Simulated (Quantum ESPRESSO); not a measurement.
# Band energies of Cs₂NaScBr₆

```
CELL_PARAMETERS angstrom
      0.00000     5.63750     5.63750
      5.63750     0.00000     5.63750
      5.63750     5.63750     0.00000
ATOMIC_POSITIONS crystal
  Na 0.50000 0.50000 0.50000
  Sc 0.00000 0.00000 0.00000
  Br 0.76317 0.23683 0.23683
  Br 0.23683 0.76317 0.76317
  Br 0.23683 0.76317 0.23683
  Br 0.76317 0.23683 0.76317
  Br 0.23683 0.23683 0.76317
  Br 0.76317 0.76317 0.23683
  Cs 0.75000 0.75000 0.75000
  Cs 0.25000 0.25000 0.25000
```

norm-conserving PBEsol (Quantum ESPRESSO, 88 Ry, no spin-orbit coupling); path ΓXWKΓLUWLK,UX; energies in eV from the valence-band maximum.

```
k (1/Å)  point  band 36  band 37  band 38  band 39  band 40  band 41  band 42  band 43
-------  -----  -------  -------  -------  -------  -------  -------  -------  -------
0.00         Γ    -0.28    -0.28     0.00     0.00     0.00     3.11     3.11     3.11
0.28              -0.39    -0.39    -0.26    -0.26    -0.01     3.10     3.24     3.24
0.56         X    -0.61    -0.61    -0.47    -0.47    -0.02     3.09     3.37     3.37
0.56         W    -0.71    -0.62    -0.57    -0.25    -0.25     3.23     3.23     3.37
0.75         K    -0.69    -0.52    -0.44    -0.44    -0.13     3.15     3.31     3.34
0.95              -0.57    -0.36    -0.31    -0.28    -0.20     3.21     3.21     3.26
1.15              -0.35    -0.30    -0.13    -0.10    -0.05     3.13     3.16     3.17
1.35         Γ    -0.28    -0.28     0.00     0.00     0.00     3.11     3.11     3.11
1.59              -0.32    -0.32    -0.15    -0.15    -0.09     3.14     3.18     3.18
1.83         L    -0.34    -0.34    -0.31    -0.31    -0.22     3.16     3.24     3.24
2.00              -0.52    -0.39    -0.39    -0.31    -0.21     3.19     3.25     3.28
2.17         U    -0.69    -0.52    -0.44    -0.44    -0.13     3.15     3.31     3.34
2.17         W    -0.71    -0.62    -0.57    -0.25    -0.25     3.23     3.23     3.37
2.30              -0.60    -0.51    -0.47    -0.26    -0.24     3.22     3.23     3.33
2.43              -0.44    -0.38    -0.36    -0.29    -0.23     3.19     3.23     3.27
2.56         L    -0.34    -0.34    -0.31    -0.31    -0.22     3.16     3.24     3.24
2.68              -0.43    -0.37    -0.35    -0.30    -0.23     3.18     3.24     3.26
2.79              -0.62    -0.43    -0.41    -0.35    -0.19     3.18     3.27     3.30
2.90         K    -0.69    -0.52    -0.44    -0.44    -0.13     3.15     3.31     3.34
2.90         U    -0.69    -0.52    -0.44    -0.44    -0.13     3.15     3.31     3.34
3.10         X    -0.61    -0.61    -0.47    -0.47    -0.02     3.09     3.37     3.37
```

The PBEsol gap is 3.09 eV and nearly direct: the edges lie at Γ and X, the smallest direct gap within 0.02 eV of it. Another valence and conduction extremum on the path lies within 0.02 eV, too close to call.

Spin-orbit splittings are left out.

Geometry of the Materials Project entry, not relaxed at this level.

The structure is a Materials Project entry; no match was found in the copy of COD used, and its stability was not checked.
